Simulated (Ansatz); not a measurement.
**An inverse problem**

Cell vectors (Å):

```
2.9544 0.0000 0.0000
0.0000 2.9544 0.0000
0.0000 0.0000 2.9544
```

```json
{"atom": "X", "a": "0.0000", "b": "0.0000", "c": "0.0000"}
{"atom": "Ru", "a": "0.5000", "b": "0.5000", "c": "0.5000"}
```

Computed with LDA, all-electron LAPW in Ansatz 0.2.0, scalar-relativistic. k mesh 14×14×14, Fermi-Dirac smearing of 0.080 eV.

Harmonic phonons of a crystal by Kohn-Sham DFT at the given cell, standard atomic masses, acoustic sum rule imposed; negative wavenumbers are unstable modes.

```
point  q a (r.l.u.)  q b (r.l.u.)  q c (r.l.u.)  branch  phonon wavenumber (cm⁻¹)
Gamma             0             0             0       4                     324.5
    X           0.5             0             0       1                     166.7
    X           0.5             0             0       3                     219.2
    X           0.5             0             0       4                     296.4
    X           0.5             0             0       6                     349.8
    M           0.5           0.5             0       1                     102.9
    M           0.5           0.5             0       3                       197
    M           0.5           0.5             0       4                     285.2
    M           0.5           0.5             0       5                     366.5
    R           0.5           0.5           0.5       1                     191.9
    R           0.5           0.5           0.5       4                     347.2
```

Question: All X atoms are one element. Which one was computed?

Answer: Al; the crystal is AlRu (Pm-3m).

Known limits: responses of metals move with mesh and smearing.
